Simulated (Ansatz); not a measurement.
The calculation used DFT PBE, scalar-relativistic, plane waves, PAW in Ansatz. The final run on the 5-atom cell used 420 eV, a Γ-centred 12×12×4 mesh, 0.10 eV smearing and no spin polarisation.

Formation energies are uncorrected and count from the elements' standard states at the same level.

Question: Propose a candidate for a trigonal metal that holds Ge and 2 more elements, with a formation energy near −0.18 eV/atom and about 26 Å³ per atom, in a cell of 5 atoms. Its symmetry should be P-3m1 (No. 164).

Answer: In2GeS2, space group P-3m1 (No. 164). Around In lie 3 S at 2.54 Å and 3 Ge at 3.06 Å; Ge is surrounded by 6 In at 3.06 Å; around S lie 3 In at 2.54 Å.

```xyz
5
Lattice="3.8068 0.0000 0.0000 -1.9034 3.2968 0.0000 0.0000 0.0000 10.5184" Properties=species:S:1:pos:R:3 pbc="T T T"
In    0.0000    2.1978    3.1289
In    1.9034    1.0989    7.3895
Ge    0.0000    0.0000    5.2592
S     0.0000    2.1978    8.6723
S     1.9034    1.0989    1.8461
```

The volume per atom is 26.4 Å³, the density is 4.6 g/cm³ and the formation energy is −0.18 eV/atom. The gap on the 12×12×4 mesh of the 5-atom cell is 0 eV (a metal).

The cell was found from a structure generator's guess, not taken from experiment. The answer needn't be unique; the calculation gave this one.

Weakly bound directions are ill-defined at this level, which has no dispersion term. The reference form of S is held partly by dispersion forces, which this level lacks. A structure relaxed within its symmetry needn't be a true minimum. Another cell of In2GeS2 relaxed alike, in P-3m1, lies 76 meV/atom lower, so this cell isn't the stable form at this level.
